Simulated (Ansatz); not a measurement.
Mo:
```cif
data_Mo2
_chemical_formula_sum 'Mo2'
_space_group_name_H-M_alt 'P63/mmc'
_space_group_IT_number 194
_space_group_name_Hall '-P 6c 2c'
_cell_length_a 2.73021
_cell_length_b 2.73021
_cell_length_c 4.83726
_cell_angle_alpha 90.000
_cell_angle_beta 90.000
_cell_angle_gamma 120.000
loop_
_atom_site_label
_atom_site_type_symbol
_atom_site_symmetry_multiplicity
_atom_site_Wyckoff_symbol
_atom_site_fract_x
_atom_site_fract_y
_atom_site_fract_z
_atom_site_occupancy
Mo1 Mo 2 c 0.33333 0.66667 0.25000 1
```

Relaxed at zero pressure with PBEsol in the plane-wave PAW code Ansatz.

The volume is lowered by 9 % and shape and atoms relax at that volume. What pressure results, and how do the axes share the change?

28.6 GPa; a -2.5 %, b -2.5 %, c -4.2 %; the energy rises by 116 meV/atom.

Give the new structure.


Space group P6₃/mmc (No. 194); a = b = 2.6609 Å, c = 4.6343 Å, α = β = 90.00°, γ = 120.00°

```json
[
 {"atom": "Mo", "site": "2c", "symmetry": "-6m2", "x": "0.3333", "y": "0.6667", "z": "0.2500"}
]
```

The phase is kept; no other phase was compared at this pressure.

Space group P6_3/mmc (hcp (Mg type)). The start of the workflow was typed in or built on a structure type; the Crystallography Open Database copy checked does not list it. It is not the phase usual at ambient conditions (space group No. 229). The cell was relaxed with PBEsol under the symmetry of its start; phonons show weakly imaginary modes. No spin polarisation was allowed. Axis ratios of metals converge slowly with the k-mesh, so a and c are less sure than the volume.

Potentials: the earlier of the program's two PAW sets. The files were generated under PBE; for other functionals the program regenerates the frozen cores, and for LDA and PBEsol the local potential too.
